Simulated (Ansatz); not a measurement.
MoS2 in space group P6_3/mmc (No. 194; Mo on 2b, S on 4f), plane-wave PAW LDA (Ansatz code). The conduction-band minimum lies on the K–Γ line, 44 % of the way from K, with 6 equivalent valleys. Second derivatives d²E/dk² of the lowest band at one valley (eV·Å²), along Cartesian directions:

```csv
direction,d²E/dk²
[100],10.42
[010],12.10
[001],16.93
[110],12.63
[101],13.68
[011],14.52
```

Task: Find the principal effective masses, the density-of-states mass and the conductivity mass.

Result: Off-diagonal terms follow from H_xy = H[110] − (H_xx + H_yy)/2, and m*/mₑ = 7.620 eV·Å² over each eigenvalue: 0.45, 0.59, 0.79. One valley's DOS mass (m₁m₂m₃)^(1/3) = 0.59, conductivity mass 3/(Σ 1/mᵢ) = 0.58 mₑ.

Task: What effective density of states Nc follows at 300 K for parabolic valleys?

Result: Nc = 2.509e19 × 6 × (0.59)^(3/2) ≈ 6.8e19 cm⁻³.

Task: With the computed static dielectric constant 12.8 (mean of the diagonal), estimate a hydrogenic donor's binding energy and radius.

Result: E = 13.606 eV × 0.58/12.8² ≈ 48 meV; a = 0.529 Å × ε/m* ≈ 12 Å. Semilocal masses tend to be too small when the gap is underestimated.

The workflow started from a Materials Project entry (that database holds measured and hypothetical structures alike). Its sites differ from those of the usual phase in this space group: another stacking or structure type. Symmetry was held in the LDA relaxation; whether a distortion lowers the energy is not shown. The run is not spin-polarised. A crystal of weakly bound layers computed without a dispersion correction: the cell and the soft elastic constants depend strongly on that. Scalar-relativistic: spin–orbit coupling is off unless named, which matters more the heavier the elements.

Potentials: the earlier of the program's two PAW sets. The files were generated under PBE; for other functionals the program regenerates the frozen cores, and for LDA and PBEsol the local potential too.
